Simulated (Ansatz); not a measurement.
Structure types of Zr were relaxed at one common pressure (all-electron LAPW in Ansatz 0.2.0 under PBEsol, scalar-relativistic, no spin polarisation, zero temperature). They take these volumes:

```
    type  space group  V (Å³/atom)
     hcp     P6_3/mmc        11.03
      sc        Pm-3m        11.52
   omega       P6/mmm        10.98
beta tin     I4_1/amd        11.32
```

At about which pressure, and is the densest type also the lowest in enthalpy?

220 GPa. The densest is omega, and it is also the lowest in enthalpy among these.
